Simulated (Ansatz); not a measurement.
Calculated ³³S nuclear quadrupole resonance for LiPS3

Cell: a COD entry whose atoms were relaxed with PBE, the cell held.

```cif
data_LiPS3
_symmetry_space_group_name_H-M 'C2/m'
_symmetry_Int_Tables_number 12
_cell_length_a 11.1156
_cell_length_b 7.0070
_cell_length_c 6.5251
_cell_angle_alpha 90.000
_cell_angle_beta 125.572
_cell_angle_gamma 90.000
loop_
_atom_site_label
_atom_site_type_symbol
_atom_site_symmetry_multiplicity
_atom_site_Wyckoff_symbol
_atom_site_fract_x
_atom_site_fract_y
_atom_site_fract_z
Li Li 4 g 0.5000 0.7408 0.0000
P P 4 i 0.1535 0.0000 0.5781
S5 S 4 h 0.5000 0.2759 0.5000
S7 S 4 i 0.1972 0.0000 0.3187
S9 S 4 i 0.3228 0.0000 0.9408
```

One atom of each set is listed; the run and its k-mesh use a cell of 10 atoms with edges of 6.57, 6.57, 6.53 Å.

Level of theory: DFT, PBE, plane waves and PAW, scalar-relativistic, 420 eV cutoff, Γ-centred 5×5×5 k-points, Fermi–Dirac smearing 0.02 eV (Ansatz 0.2.0).

³³S: I = 3/2, Q = -69.40 mb (year-2017 value). Static lattice, zero field.

(1) Predict the zero-field ³³S lines of each site.

## Answers

(1) For I = 3/2 there is one line, ν = (|C_Q|/2)(1 + η²/3)^½.

| site | atoms | V_zz (10²¹ V/m²) | C_Q (MHz) | η | line frequencies (MHz) |
| --- | --- | --- | --- | --- | --- |
| S5 | 2 | -20.7 | 34.7 | 0.59 | 18.3 |
| S7 | 2 | 19.78 | -33.2 | 0.06 | 16.6 |
| S9 | 2 | 19.94 | -33.5 | 0.12 | 16.8 |

At S7 and S9 V_zz points along its bond to P (within 2°) in each case. At S5 V_zz stands upright on the plane of its two bonds (within 1°).

The relaxation (4 steps) took 54 s of wall time (54 s of CPU time) and 0.58 GiB at its peak, on 1 thread of Arm Neoverse V2 (aarch64; 8 cores open to the job, memory cap 3.0 GiB, no GPU), a shared host with a load of 0.6 a core.
